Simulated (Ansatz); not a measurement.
An Ansatz input and the part of its output that reports the observables at the nuclei.

The cell is an entry of the Crystallography Open Database (COD), its atoms then relaxed with PBE in this cell.

```yaml
crystal:
  lattice:
    - [4.9501, 0.0, 0.0]
    - [0.0, 4.9501, 0.0]
    - [0.0, 0.0, 6.9259]
  atoms:
    - { symbol: Si, position: [0.3067528071, 0.3067528071, 0.0] }
    - { symbol: Si, position: [0.1932471929, 0.8067528071, 0.25] }
    - { symbol: Si, position: [0.6932471929, 0.6932471929, 0.5] }
    - { symbol: Si, position: [0.8067528071, 0.1932471929, 0.75] }
    - { symbol: O, position: [0.2360692529, 0.119724, 0.186322288] }
    - { symbol: O, position: [0.380276, 0.7360692529, 0.436322288] }
    - { symbol: O, position: [0.7639307471, 0.880276, 0.686322288] }
    - { symbol: O, position: [0.619724, 0.2639307471, 0.936322288] }
    - { symbol: O, position: [0.7360692529, 0.380276, 0.563677712] }
    - { symbol: O, position: [0.880276, 0.7639307471, 0.313677712] }
    - { symbol: O, position: [0.2639307471, 0.619724, 0.063677712] }
    - { symbol: O, position: [0.119724, 0.2360692529, 0.813677712] }
kpoints:
  mp_grid: { grid: [5, 5, 4] }
scf:
  occupations: { method: fermi_dirac, width: 0.02 }
hamiltonian:
  xc: r2scan
  pseudopotentials: { kind: paw, frozen_core: stored }
output:
  forces: true
  stress: true
  populations: true
  efg: { quadrupole_moments_barn: { O: -0.02558 } }
  write_density: true
  write_potential: true
  elf: true
  volumetric_format: npy
```

```sh
ansatz run input.yaml --threads 1 --pin off --max-ram 3072MiB --backend cpu --events-out ev --progress --plain --runs-dir out
```

Of the output, the block on the nuclei alone is shown; the set-up, the SCF iterations, energies, forces and stress are cut. One atom of each set with nearly equal values is shown.

```
--- PAW observables at the nuclei: V_zz in 10²¹ V/m², potentials from the cell's mean, atoms counted from 1 ---
  atom   1  Si V_zz =    -0.419783   η = 0.6461   by run symmetry: allowed
            electrostatic potential = -1352.883944 V   contact ρ = none
  atom   5  O  V_zz =    +9.597644   η = 0.1971   by run symmetry: allowed   C_q = -5.9364 MHz
            electrostatic potential = -618.091802 V   contact ρ = none
```

The run took 16 s of wall time (16 s of CPU time) and 0.77 GiB at its peak, on 1 thread of Intel Xeon 6975P-C (Granite Rapids) (x86_64; 16 cores open to the job, memory cap 3.0 GiB, no GPU), a shared host with a load of 0.4 a core.

The largest force is 0.3 eV/Å, so the atoms aren't at the calculated equilibrium and relaxing them would move these values.
